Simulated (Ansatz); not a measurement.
The cell is the one relaxed in the Materials Project (mp-113), not relaxed further here; entries there can be hypothetical. The listed cell was then made from it by scaling, straining or moving an atom.

Tc: DFT, PBE, all-electron LAPW, scalar-relativistic (Ansatz 0.2.0). What sets it apart from a plain run of this crystal: volume scaled by 0.96.

```yaml
crystal:
  lattice:
    - [2.6995950541, 0.0, 0.0]
    - [-1.349797527, 2.3379178968, 0.0]
    - [0.0, 0.0, 4.3355049404]
  atoms:
    - { symbol: Tc, position: [0.3333333333, 0.6666666667, 0.25] }
    - { symbol: Tc, position: [0.6666666667, 0.3333333333, 0.75] }
kpoints:
  mp_grid: { grid: [14, 14, 8] }
scf:
  occupations: { method: fermi_dirac, width: 0.08 }
hamiltonian:
  xc: pbe
  pseudopotentials: { kind: all_electron, lapw: { basis_error: 0.001 } }
output:
  forces: true
  stress: true
  eigenvalues: true
```

Output (standing set-up lines are left out):

```
LAPW: plane waves up to 8.408 Å⁻¹, error target 1.0e-3 eV per atom; small_component_spin mean_spin; Tc in spheres of 1.335 Å, 31 of its electrons in bands, Dirac shells []
Crystal: 2 atoms, lattice volume = 27.363 Å³
Basis set: ecut = 269.3178687341629 eV, 287 PW (Γ), exchange–correlation at level 2
Space group: P63/mmc (ITA 194), of the structure as read, at distance tolerance 3.0e-5 Å
iter 1 solved again at ethr=1.06e-4 eV; its pass at ethr=1.00e-1 eV (dr2=6.57e-2 eV) is discarded
SCF iter   1: F=—  HF=-233252.941680 eV  |F-HF|=—  |Δ(HF+E_count)|=         —  Δρ=2.30e-2  dr2=6.62e-2  ethr=1.06e-4  ⟨swp⟩=3.0  Hψ=29377  notcnv=0
preconditioner: auto → Kerker (q_TF=auto, 3.127 Å⁻¹)  [metal: Δε(μ)=0.003 eV  Ē_g=9.177 eV  σ=0.080 eV  W_gap=0.01  n_scr=22 (ndim 8)  ℏωp=26.6 eV  f_vac=0.000  D(μ)=1.88/eV (n_scr^D=22)]
SCF iter   2: F=—  HF=-233252.661948 eV  |F-HF|=—  |Δ(HF+E_count)|=   2.80e-1  Δρ=8.80e-3  dr2=1.52e-2  ethr=1.06e-4  ⟨swp⟩=2.5  Hψ=14120  notcnv=0
SCF iter   3: F=—  HF=-233252.658620 eV  |F-HF|=—  |Δ(HF+E_count)|=   3.33e-3  Δρ=6.27e-3  dr2=8.09e-3  ethr=2.46e-5  ⟨swp⟩=2.0  Hψ=13410  notcnv=0
SCF iter   4: F=—  HF=-233252.658300 eV  |F-HF|=—  |Δ(HF+E_count)|=   3.19e-4  Δρ=2.87e-3  dr2=1.89e-3  ethr=1.31e-5  ⟨swp⟩=2.0  Hψ=13409  notcnv=0
iter 5 solved again at ethr=1.82e-7 eV; its pass at ethr=3.05e-6 eV (dr2=1.13e-4 eV) is discarded
SCF iter   5: F=—  HF=-233252.657844 eV  |F-HF|=—  |Δ(HF+E_count)|=   4.56e-4  Δρ=6.54e-4  dr2=1.13e-4  ethr=1.82e-7  ⟨swp⟩=2.0  Hψ=22738  notcnv=0
SCF iter   6: F=—  HF=-233252.657826 eV  |F-HF|=—  |Δ(HF+E_count)|=   1.78e-5  Δρ=9.99e-5  dr2=2.30e-6  ethr=1.82e-7  ⟨swp⟩=2.0  Hψ=13409  notcnv=0
SCF iter   7: F=-233252.657826 eV  HF=-233252.657826 eV  |F-HF|=4.63e-9  |Δ(HF+E_count)|=   2.03e-7  Δρ=1.71e-5  dr2=8.18e-8  ethr=3.71e-9  ⟨swp⟩=2.0  Hψ=13409  notcnv=0
SCF 1 converged in 7 iterations: F = -233252.657826 eV  dr2 = 8.18e-8
SCF converged after 7 iterations
Free energy (F): -233252.657826 eV
Harris-Foulkes:  -233252.657826 eV  (|F-HF|=4.63e-9)
Internal energy: -233252.618502 eV  (E = F + TS)
E sigma→0 (E₀):  -233252.638164 eV
Entropy (-TS):   -0.039324 eV (-19.662 meV/atom)
Fermi energy:    26.017373 eV
--- Per-component energies (eV) ---
  E_band       = -8918.522985
  E_kinetic    = 242141.727237
  E_xc         = -7011.961275
  E_electrostatic = -468382.384464  (all electrons and nuclei)
  E_smearing   = -0.039324  (= −TS)
  E_closure    = 0.000000  (closes the sum)
  E_atoms      = -233230.142788  (free atoms, spherical and without spin; not in F)
  Σ components = -233252.657826   (vs F -233252.657826, Δ=0.00e0)
  Basis errors (estimates in eV, not in F): energy 1.9e-4 per atom: plane waves 1.8e-4 (9.3e-5 summed), levels above the bands 1.4e-71, relativity 6.3e-8, radial functions 9.3e-6, core shells 1.1e-7; eigenvalues (radial functions only) 1.6e-6; not estimated: angular momenta, meshes, grids; target (lapw.basis_error) 1.0e-3; muffin-tin radii Tc 1.335 Å
--- Forces (eV/Å), atoms counted from 1 ---
  atom   1  Tc    -0.00000000     0.00000000     0.00000000
  atom   2  Tc     0.00000000     0.00000000     0.00000000
  max |Σ_I F_I| component: 4.63e-18 eV/Å
--- Stress (GPa, compression-positive) ---
       18.741773       0.000000       0.000000
        0.000000      18.741773       0.000000
        0.000000       0.000000      17.143645
  P = ⅓ Tr σ = 18.2091 GPa (182.091 kbar)
--- Band table (eV; the first three rows and the last of 120) ---
  k-point 0: bands = ["-382.7761", "-382.7761", "-382.7761", "-382.7761", "-382.7754", "-382.7754", "-216.8174", "-216.8174", "-216.8174", "-216.8174", "-216.8171", "-216.8171", "-216.8171", "-216.8171", "-216.8166", "-216.8166", "-40.7962", "-40.5083", "-13.5158", "-12.2326", "-12.2326", "-12.0206", "-12.0206", "-11.9804", "18.5520", "20.3216", "24.3643", "24.3643", "24.4236", "25.1323", "25.1323", "25.8980", "25.8980", "27.8317", "28.7244", "28.7244", "37.7026", "40.2481"]
  k-point 1: bands = ["-382.7761", "-382.7761", "-382.7761", "-382.7761", "-382.7754", "-382.7754", "-216.8174", "-216.8174", "-216.8174", "-216.8174", "-216.8171", "-216.8171", "-216.8171", "-216.8171", "-216.8166", "-216.8166", "-40.7855", "-40.5195", "-13.4607", "-12.2246", "-12.2246", "-12.0427", "-12.0287", "-12.0287", "18.7323", "20.3813", "24.2748", "24.2748", "24.3272", "25.0234", "25.0234", "26.1411", "26.1411", "27.3151", "28.7387", "28.7387", "38.3825", "39.8618"]
  k-point 2: bands = ["-382.7761", "-382.7761", "-382.7761", "-382.7761", "-382.7754", "-382.7754", "-216.8174", "-216.8174", "-216.8174", "-216.8174", "-216.8171", "-216.8171", "-216.8171", "-216.8171", "-216.8166", "-216.8166", "-40.7549", "-40.5513", "-13.3026", "-12.2182", "-12.2018", "-12.2018", "-12.0519", "-12.0519", "19.2354", "20.5293", "24.0913", "24.1456", "24.1456", "24.7595", "24.7595", "26.1319", "26.7079", "26.7079", "28.7026", "28.7026", "39.4677", "40.0384"]
  k-point 119: bands = ["-382.7761", "-382.7761", "-382.7761", "-382.7761", "-382.7754", "-382.7754", "-216.8174", "-216.8174", "-216.8174", "-216.8174", "-216.8171", "-216.8171", "-216.8171", "-216.8171", "-216.8166", "-216.8166", "-40.4645", "-40.4645", "-13.2208", "-13.2208", "-12.8526", "-12.8526", "-12.2524", "-12.2524", "21.8076", "21.8076", "22.6755", "22.6755", "24.1660", "24.1660", "25.9691", "25.9691", "28.8501", "28.8501", "35.4405", "35.4405", "38.4083", "38.4083"]
```
